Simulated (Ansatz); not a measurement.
Values for one crystal, relaxed and computed with plane-wave PAW r²SCAN (Ansatz code); other levels are named.

| Property | Value |
|---|---|
| Volume per atom | 14.44 Å³ |
| Band gap | 3.40 eV (direct) |
| Valence-band maximum | at Γ |
| Bulk modulus (Birch–Murnaghan fit) | 102 GPa |
| Hole effective mass, band 2 of 3 at the edge | 1.1 along [110], 1.7 along [111] (mₑ) |
| Zone-centre stability | no imaginary mode at Γ |
| Young's modulus | 95.8 GPa |

Task: Which of these materials gives this?
A. MgO, Pm-3n (Mg on 6c, O on 6d)
B. HfO2, P4_2/nmc (Hf on 2a, O on 4d)
C. SiO2, P3_221 (Si on 3a, O on 6c)
D. SiO2, R-3m (Si on 3a, O on 6c)

Result: A, MgO, Pm-3n (Mg on 6c, O on 6d)

The first step of the workflow began from a Materials Project structure, measured or hypothetical; the Crystallography Open Database copy checked does not list it. It is not the phase usual at ambient conditions (space group No. 225). The cell was relaxed with r²SCAN under the symmetry of its start.

Potentials: the later of the program's two PAW sets.
